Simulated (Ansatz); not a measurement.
Tl2Pd:
```xyz
6
Lattice="-3.3648 3.3648 2.8719 3.3648 -3.3648 2.8719 3.3648 3.3648 -2.8719" Properties=species:S:1:pos:R:3 pbc="T T T"
Pd     0.0000     0.0000     1.4360
Pd     0.0000     0.0000     4.3079
Tl     1.1149     4.4797     0.0000
Tl     2.2500     1.1149     0.0000
Tl     2.2500    -1.1149     2.8719
Tl     1.1149     2.2500     2.8719
```

Relaxed with PBEsol. Special points in fractions of this cell's reciprocal vectors: Γ (0.000, 0.000, 0.000); X (0.000, 0.000, 0.500); M (-0.500, 0.500, 0.500); Z (0.432, 0.432, -0.432); Z0 (-0.432, 0.568, 0.432); P (0.250, 0.250, 0.250); N (0.000, 0.500, 0.000).

Q: List the band energies nearest the Fermi level at these points for DFT-PBEsol in the program Ansatz with PAW potentials.

A: In eV from the Fermi level; about four levels below and three above (degenerate sets whole), none deeper than 8.9 eV; points with the same levels are listed once.

```tsv
k	below	above
Γ	-1.61 -0.42 -0.26 -0.26	0.14 0.67 0.67
X	-1.80 -1.68 -0.03 0.00	1.08 1.52 1.63
M	-1.98 -1.98 -1.82 -0.15	1.10 3.53 4.12 4.12
Z	-2.00 -2.00 -1.82 -0.11	0.95 3.08 3.08
P	-2.60 -2.60 -2.49 -2.49	0.68 0.68 1.23 1.23
N	-1.76 -1.76 -1.32 -1.32	1.40 1.40 2.91 2.91
```

Space group I4/mcm. The workflow started from an entry of the Crystallography Open Database (COD). Its standing as an ambient phase is unchecked. The cell was relaxed with PBEsol under the symmetry of its start; of distortions, only those at the zone centre were tested. The run is not spin-polarised. Scalar-relativistic: spin–orbit coupling is off unless named, which matters more the heavier the elements.

Potentials: the later of the program's two PAW sets.
